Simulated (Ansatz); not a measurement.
ZnGeO$_{3}$ in space group R-3 (No. 148; Zn on 6c, Ge on 6c, O on 18f), the program Ansatz at the PBEsol level (PAW). The conduction-band minimum lies at Γ, with 1 equivalent valley. Second derivatives d²E/dk² of the lowest band at one valley (eV·Å²), along Cartesian directions:

```tsv
direction	d²E/dk²
[100]	33.47
[010]	33.47
[001]	32.86
[110]	33.47
[101]	33.17
[011]	33.17
```

**Question.** Find the principal effective masses, the density-of-states mass and the conductivity mass.

**Answer.** Off-diagonal terms follow from H_xy = H[110] − (H_xx + H_yy)/2, and m*/mₑ = 7.620 eV·Å² over each eigenvalue: 0.23, 0.23, 0.23. One valley's DOS mass (m₁m₂m₃)^(1/3) = 0.23, conductivity mass 3/(Σ 1/mᵢ) = 0.23 mₑ.

**Question.** What effective density of states Nc follows at 300 K for parabolic valleys?

**Answer.** Nc = 2.509e19 × 1 × (0.23)^(3/2) ≈ 2.8e18 cm⁻³.

**Question.** With the computed static dielectric constant 15.2 (mean of the diagonal), estimate a hydrogenic donor's binding energy and radius.

**Answer.** E = 13.606 eV × 0.23/15.2² ≈ 14 meV; a = 0.529 Å × ε/m* ≈ 35 Å. Semilocal masses tend to be too small when the gap is underestimated.

The workflow started from a Materials Project entry (that database holds measured and hypothetical structures alike); the Crystallography Open Database copy checked does not list it. Its standing as an ambient phase is unchecked. Symmetry was held in the PBEsol relaxation; whether a distortion lowers the energy is not shown. Spin–orbit coupling is left out wherever it is not named.

Potentials: the later of the program's two PAW sets.
